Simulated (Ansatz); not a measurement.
A geometry of TiPd away from equilibrium: the start of the relaxation of a relaxed TiPd cell with one Ti and one Pd atom exchanged in a cell of 4 atoms. These are PBEsol (plane waves to 420 eV, PAW, scalar-relativistic; Ansatz, a quantum-chemistry and plane-wave program) values and carry that method's errors. Γ-centred k-mesh 12×7×7 on the run's cell (coarser than for final values), Fermi–Dirac smearing 0.05 eV.

```xyz
4
Lattice="2.7579 0.0000 0.0000 0.0000 4.5223 0.0000 -0.2384 0.0000 4.8426" Properties=species:S:1:pos:R:3 pbc="T T T"
Pd     0.0495     3.3917     1.4624
Ti     2.4700     1.1306     3.3802
Ti     1.1573     3.3917     3.9528
Pd     1.3622     1.1306     0.8898
```

**Question.** Give the Cartesian forces on all atoms (eV/Å).

**Answer.** 
```
atom     Fx    Fy     Fz
----  -----  ----  -----
Pd1   -0.41  0.00   0.74
Ti2    0.39  0.00  -0.80
Ti3    0.02  0.00   0.29
Pd4    0.00  0.00  -0.23
```

**Question.** What is the pressure?

**Answer.** +1.1 GPa, compression positive.

**Question.** How much energy per atom can still be gained by relaxing?

**Answer.** 0.11 eV/atom; the path ends in Pmmn (No. 59).

No spin polarisation in the result.

The run could not lose the symmetry of its start.

Of the parent cell (P2₁/m (No. 11)): The relaxation started from an entry of Materials Project.

The runs began from a structure in Materials Project; this end point is another cell, not compared with measured phases.
